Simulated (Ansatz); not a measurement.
BAs (zinc blende, F-43m), a = b = c = 4.7678 Å, α = β = γ = 90.00°; the cell used has 2 atoms.

Relaxed with PBEsol. Independent-particle spectrum: no excitons, no local fields, no scissors shift; 0.1 eV broadening; ε₁ of the summed bands alone.

Tabulate the dielectric function from plane-wave PAW PBEsol (Ansatz code).



```csv
E (eV),ε₁ xx,ε₂ xx
0.0,10.22,0.00
0.3,10.25,0.00
0.6,10.34,0.00
0.9,10.49,0.00
1.2,10.71,0.00
1.5,11.02,0.00
1.8,11.43,0.00
2.1,11.97,0.00
2.4,12.72,0.00
2.7,13.77,0.00
3.0,15.48,0.00
3.3,19.02,1.94
3.6,19.44,5.10
3.9,20.00,7.91
4.2,20.11,10.99
4.5,19.57,15.17
4.8,17.13,17.07
5.1,17.98,19.24
5.4,24.81,33.58
5.7,-12.92,33.15
6.0,-9.59,18.88
6.3,-6.76,14.96
6.6,-7.00,15.61
6.9,-7.90,11.81
7.2,-7.60,10.49
7.5,-7.93,8.30
7.8,-7.20,6.70
8.1,-6.59,5.54
8.4,-5.97,4.66
8.7,-5.42,4.00
9.0,-4.92,3.42
9.3,-4.46,2.98
9.6,-4.04,2.61
9.9,-3.68,2.32
10.2,-3.34,2.00
10.5,-2.90,1.71
10.8,-2.42,1.88
11.1,-2.51,1.90
11.4,-2.41,1.63
11.7,-2.22,1.44
12.0,-2.01,1.31
```

From ε at 4.2 eV (xx: 20.11 + 10.99i), find n, k, the normal reflectivity and the absorption coefficient.

n = 4.64, k = 1.185, R = 44 %, α = 2kE/ħc = 500000 cm⁻¹.

With all bands, ε∞ without local fields is 10.3. DFPT, with local fields, gives 9.87.

The cell was relaxed with PBEsol under the symmetry of its start. Scalar-relativistic: spin–orbit coupling is off unless named, which matters more the heavier the elements.

Potentials: the earlier of the program's two PAW sets. The files were generated under PBE; for other functionals the program regenerates the frozen cores, and for LDA and PBEsol the local potential too.
